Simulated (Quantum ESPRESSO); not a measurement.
In2ReCu4Ir, input and log of a self-consistent run

Computed values, not a measurement. The program is pw.x of Quantum ESPRESSO 7.5 (plane-wave density functional theory). The cell is made up: eight metal atoms on a face-centred cubic lattice, with elements, volume, strain and displacements drawn at random and not relaxed, so it may be unstable or far from any real phase. PseudoDojo standard norm-conserving files set the functional (PBE unless stated); there is no spin polarisation or spin-orbit coupling, the Fermi-Dirac width of 0.25 eV means electrons at about 2900 K, and the masses in the input are unused placeholders. The copper pseudopotential is less sure than most, with forces differing by about three percent and pressure by about two GPa from a second method on plain copper. Heavy elements are run without spin-orbit coupling, which real alloys of them have. A spin test at this wide smearing found no moment, but such smearing suppresses magnetism that the real alloy may have.

Input:

```
&control calculation='scf', pseudo_dir='./dojo.nc.sr.pbe.v0_5.standard.upf', outdir='./o', disk_io='minimal', tprnfor=.true., tstress=.true. /
&system ibrav=0, nat=8, ntyp=4, nbnd=77, ecutwfc=92.02030273, nosym=.true., tot_charge=0,
 occupations='smearing', smearing='fd', degauss=0.0183746611
/
&electrons conv_thr=1.470e-08, electron_maxstep=70, mixing_beta=0.5 /
ATOMIC_SPECIES
Cu 1.0 Cu.upf
In 1.0 In.upf
Ir 1.0 Ir.upf
Re 1.0 Re.upf
CELL_PARAMETERS angstrom
0.0422 0.0241 -4.0366
4.0375 0.0326 -0.0422
-0.0654 -7.8362 0.0483
ATOMIC_POSITIONS angstrom
In 0.0793 0.1422 -0.0345
Re -0.1475 -3.9466 0.053
Cu 1.9765 -1.9037 0.0376
Cu 1.8517 -5.8558 0.0193
Cu -0.0198 -2.0395 -2.0734
Cu -0.1319 -5.7706 -1.9998
Ir 2.0265 0.092 -1.9368
In 2.0515 -3.93 -2.0081
K_POINTS automatic
6 6 3 1 1 1
```

The log is shortened where brackets say so; the opening notice, blank lines, dates and the lines on written files are dropped, and the path of the files is cut. It prints rydbergs, bohrs and kilobars, and counts compression as positive stress. Its total energy is the free energy E - TS of the whole cell.

```
     Program PWSCF v.7.5
     Parallel version (MPI & OpenMP), running on       4 processor cores
     Number of MPI processes:                 4
     Threads/MPI process:                     1
     [start-up lines left out]
     bravais-lattice index     =            0
     lattice parameter (alat)  =       7.6286  a.u.
     unit-cell volume          =     861.6643 (a.u.)^3
     number of atoms/cell      =            8
     number of atomic types    =            4
     number of electrons       =       134.00
     number of Kohn-Sham states=           77
     kinetic-energy cutoff     =      92.0203  Ry
     charge density cutoff     =     368.0812  Ry
     scf convergence threshold =      1.5E-08
     mixing beta               =       0.5000
     number of iterations used =            8  plain     mixing
     Exchange-correlation= PBE
                           (   1   4   3   4   0   0   0)
     [axes and pseudopotential details left out]
   Cartesian axes
     site n.     atom                  positions (alat units)
         1        In     tau(   1) = (   0.0196438   0.0352251  -0.0085462  )
         2        Re     tau(   2) = (  -0.0365380  -0.9776332   0.0131289  )
         3        Cu     tau(   3) = (   0.4896093  -0.4715756   0.0093141  )
         4        Cu     tau(   4) = (   0.4586944  -1.4505712   0.0047809  )
         5        Cu     tau(   5) = (  -0.0049048  -0.5052153  -0.5136129  )
         6        Cu     tau(   6) = (  -0.0326736  -1.4294659  -0.4953810  )
         7        Ir     tau(   7) = (   0.5019950   0.0227898  -0.4797750  )
         8        In     tau(   8) = (   0.5081879  -0.9735211  -0.4974371  )
     number of k points=    54  Fermi-Dirac smearing, width (Ry)=  0.0184
                       cart. coord. in units 2pi/alat
        k(    1) = (   0.0831564  -0.0870654  -0.0829898), wk =   0.0370370
        k(    2) = (   0.0804042   0.2564096  -0.0809679), wk =   0.0370370
     [further k points left out]
     Dense  grid:   102845 G-vectors     FFT dimensions: (  48,  48,  96)
     Estimated max dynamical RAM per process >     403.87 MB
     Estimated total dynamical RAM >       1.50 GB
     Initial potential from superposition of free atoms
     starting charge     133.9905, renormalised to     134.0000
     Starting wfcs are   78 randomized atomic wfcs
     total cpu time spent up to now is        7.2 secs
     per-process dynamical memory:   319.6 Mb
     Self-consistent Calculation
     iteration #  1     ecut=    92.02 Ry     beta= 0.50
     Davidson diagonalization with overlap
     ethr =  1.00E-02,  avg # of iterations =  5.2
     total cpu time spent up to now is       27.0 secs
     total energy              =   -2181.68419094 Ry
     estimated scf accuracy    <       7.67556086 Ry
     iteration #  2     ecut=    92.02 Ry     beta= 0.50
     Davidson diagonalization with overlap
     ethr =  5.73E-03,  avg # of iterations =  2.9
     total cpu time spent up to now is       45.0 secs
     total energy              =   -2184.57049772 Ry
     estimated scf accuracy    <      24.77339911 Ry
     iteration #  3     ecut=    92.02 Ry     beta= 0.50
     Davidson diagonalization with overlap
     ethr =  5.73E-03,  avg # of iterations =  3.0
     total cpu time spent up to now is       61.1 secs
     total energy              =   -2186.28452853 Ry
     estimated scf accuracy    <       3.39733037 Ry
     iteration #  4     ecut=    92.02 Ry     beta= 0.50
     Davidson diagonalization with overlap
     ethr =  2.54E-03,  avg # of iterations =  2.0
     total cpu time spent up to now is       75.7 secs
     total energy              =   -2186.17133906 Ry
     estimated scf accuracy    <       4.93337328 Ry
     iteration #  5     ecut=    92.02 Ry     beta= 0.50
     Davidson diagonalization with overlap
     ethr =  2.54E-03,  avg # of iterations =  1.0
     total cpu time spent up to now is       89.0 secs
     total energy              =   -2186.40243644 Ry
     estimated scf accuracy    <       1.24638983 Ry
     [iterations 6 to 13 left out]
     iteration # 14     ecut=    92.02 Ry     beta= 0.50
     Davidson diagonalization with overlap
     ethr =  2.21E-09,  avg # of iterations =  3.3
     total cpu time spent up to now is      226.0 secs
     total energy              =   -2186.39760823 Ry
     estimated scf accuracy    <       0.00000117 Ry
     iteration # 15     ecut=    92.02 Ry     beta= 0.50
     Davidson diagonalization with overlap
     ethr =  8.77E-10,  avg # of iterations =  2.0
     total cpu time spent up to now is      240.2 secs
     total energy              =   -2186.39760830 Ry
     estimated scf accuracy    <       0.00000122 Ry
     iteration # 16     ecut=    92.02 Ry     beta= 0.50
     Davidson diagonalization with overlap
     ethr =  8.77E-10,  avg # of iterations =  2.0
     total cpu time spent up to now is      254.5 secs
     total energy              =   -2186.39760836 Ry
     estimated scf accuracy    <       0.00000029 Ry
     iteration # 17     ecut=    92.02 Ry     beta= 0.50
     Davidson diagonalization with overlap
     ethr =  2.16E-10,  avg # of iterations =  2.1
     total cpu time spent up to now is      269.2 secs
     total energy              =   -2186.39760839 Ry
     estimated scf accuracy    <       0.00000002 Ry
     iteration # 18     ecut=    92.02 Ry     beta= 0.50
     Davidson diagonalization with overlap
     ethr =  1.24E-11,  avg # of iterations =  4.4
     total cpu time spent up to now is      288.4 secs
     End of self-consistent calculation
     [lines on levels left out]
!    total energy              =   -2186.39760840 Ry
     estimated scf accuracy    <          2.4E-09 Ry
     smearing contrib. (-TS)   =      -0.09329035 Ry
     internal energy E=F+TS    =   -2186.30431805 Ry
     The total energy is F=E-TS. E is the sum of the following terms:
     one-electron contribution =   -1098.16435881 Ry
     hartree contribution      =     631.57506261 Ry
     xc contribution           =    -344.97132529 Ry
     ewald contribution        =   -1374.74369655 Ry
     convergence has been achieved in  18 iterations
     Forces acting on atoms (cartesian axes, Ry/au):
     atom    1 type  2   force =    -0.03203535   -0.02741089    0.01710500
     atom    2 type  4   force =     0.03992117    0.00525807   -0.00395117
     atom    3 type  1   force =     0.00182970   -0.00139036   -0.00241684
     atom    4 type  1   force =     0.01595754    0.01401796    0.00350782
     atom    5 type  1   force =     0.00221227    0.01865575    0.00516120
     atom    6 type  1   force =     0.01684514   -0.01646433   -0.00016048
     atom    7 type  3   force =     0.01073703   -0.01067292   -0.02239806
     atom    8 type  2   force =    -0.05546750    0.01800673    0.00315253
     Total force =     0.096218     Total SCF correction =     0.000297
     Computing stress (Cartesian axis) and pressure
          total   stress  (Ry/bohr**3)                   (kbar)     P=      -56.35
  -0.00031202  -0.00003016   0.00004614          -45.90       -4.44        6.79
  -0.00003016  -0.00048008   0.00003408           -4.44      -70.62        5.01
   0.00004614   0.00003408  -0.00035714            6.79        5.01      -52.54
     init_run     :      6.82s CPU      7.06s WALL (       1 calls)
     electrons    :    276.33s CPU    281.17s WALL (       1 calls)
     forces       :      2.37s CPU      2.39s WALL (       1 calls)
     stress       :      8.36s CPU      8.50s WALL (       1 calls)
     [timing details left out]
     PWSCF        :   4m54.02s CPU   4m59.32s WALL
     JOB DONE.
```

In other units: free energy -29747.455 eV for the cell, pressure -5.64 GPa, largest force component 1.426 eV/Å in size. The run took 301 s of wall time with four MPI processes on a shared machine (AMD EPYC, Zen 5, virtual cores), so the time is rough. A rerun of this cell at a higher cutoff and on a denser mesh moved values by no more than 0.002 eV in energy, 0.04 GPa in stress and 0.004 eV/Å in force, and a second program with other atomic files agreed on that cell to 2 % rms in force and 0.5 GPa in pressure.